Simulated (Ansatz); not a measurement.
Al₂Pt (fluorite or antifluorite type, space group No. 225), a = 5.9460 Å, b = 5.9460 Å, c = 5.9460 Å, α = 90.00°, β = 90.00°, γ = 90.00°; the cell used has 3 atoms.

Relaxed with PBE.

Q: Which orbitals make up the states near the Fermi level in PBE (plane waves, PAW; program Ansatz)?

A: Within 0.5 eV of the Fermi level: Al 3p 66 %, Pt 5d 17 %, Al 3s 9 %, outside the projected shells 6 %. Projections are on Löwdin-orthogonalised atomic valence shells; empty p or d shells of many metals are not among them.

Q: Tabulate the density of states.

A: States/eV per cell of 3 atoms, in 0.25 eV bins, energy from the Fermi level.

| E (eV) | total | Pt 5d | Al 3p | Al 3s |
|---|---|---|---|---|
| -7.85 | 0.78 | 0.06 | 0.30 | 0.24 |
| -7.60 | 0.83 | 0.09 | 0.32 | 0.25 |
| -7.35 | 0.76 | 0.09 | 0.28 | 0.23 |
| -7.10 | 0.69 | 0.10 | 0.25 | 0.21 |
| -6.85 | 0.61 | 0.10 | 0.21 | 0.19 |
| -6.60 | 0.54 | 0.11 | 0.18 | 0.17 |
| -6.35 | 0.49 | 0.13 | 0.15 | 0.15 |
| -6.10 | 0.66 | 0.18 | 0.23 | 0.23 |
| -5.85 | 5.15 | 2.39 | 0.97 | 1.74 |
| -5.60 | 1.73 | 0.99 | 0.33 | 0.39 |
| -5.35 | 1.15 | 0.66 | 0.27 | 0.17 |
| -5.10 | 1.13 | 0.63 | 0.33 | 0.12 |
| -4.85 | 4.18 | 2.98 | 1.05 | 0.10 |
| -4.60 | 5.36 | 4.23 | 1.02 | 0.05 |
| -4.35 | 3.11 | 2.35 | 0.59 | 0.04 |
| -4.10 | 2.71 | 2.10 | 0.42 | 0.05 |
| -3.85 | 5.56 | 4.58 | 0.65 | 0.11 |
| -3.60 | 5.34 | 4.66 | 0.39 | 0.06 |
| -3.35 | 5.05 | 4.56 | 0.25 | 0.08 |
| -3.10 | 1.98 | 1.42 | 0.30 | 0.15 |
| -2.85 | 1.47 | 0.82 | 0.36 | 0.18 |
| -2.60 | 0.94 | 0.42 | 0.29 | 0.13 |
| -2.35 | 0.70 | 0.23 | 0.27 | 0.11 |
| -2.10 | 0.83 | 0.28 | 0.34 | 0.13 |
| -1.85 | 1.00 | 0.32 | 0.45 | 0.14 |
| -1.60 | 1.02 | 0.27 | 0.53 | 0.14 |
| -1.35 | 0.98 | 0.23 | 0.54 | 0.13 |
| -1.10 | 1.07 | 0.24 | 0.62 | 0.13 |
| -0.85 | 1.29 | 0.30 | 0.78 | 0.12 |
| -0.60 | 1.34 | 0.29 | 0.83 | 0.12 |
| -0.35 | 1.29 | 0.25 | 0.83 | 0.12 |
| -0.10 | 1.24 | 0.21 | 0.82 | 0.11 |
| 0.15 | 1.18 | 0.18 | 0.80 | 0.10 |
| 0.40 | 1.13 | 0.15 | 0.78 | 0.09 |
| 0.65 | 1.08 | 0.13 | 0.76 | 0.08 |
| 0.90 | 1.01 | 0.10 | 0.73 | 0.07 |
| 1.15 | 0.77 | 0.08 | 0.53 | 0.06 |
| 1.40 | 0.60 | 0.06 | 0.39 | 0.05 |
| 1.65 | 0.49 | 0.05 | 0.30 | 0.05 |
| 1.90 | 0.40 | 0.04 | 0.24 | 0.04 |
| 2.15 | 0.33 | 0.03 | 0.18 | 0.04 |
| 2.40 | 0.28 | 0.02 | 0.14 | 0.04 |
| 2.65 | 0.23 | 0.01 | 0.10 | 0.04 |
| 2.90 | 0.24 | 0.02 | 0.08 | 0.07 |
| 3.15 | 1.05 | 0.19 | 0.16 | 0.57 |
| 3.40 | 2.03 | 0.28 | 0.53 | 0.89 |
| 3.65 | 2.94 | 0.26 | 0.97 | 1.19 |
| 3.90 | 1.73 | 0.15 | 0.62 | 0.61 |
| 4.15 | 1.09 | 0.09 | 0.41 | 0.30 |
| 4.40 | 0.72 | 0.05 | 0.26 | 0.13 |
| 4.65 | 0.82 | 0.05 | 0.32 | 0.14 |

Space group Fm-3m (fluorite or antifluorite type). The PBE relaxation kept the symmetry of its start. The run is not spin-polarised. Spin–orbit coupling is left out wherever it is not named.

Potentials: the later of the program's two PAW sets.
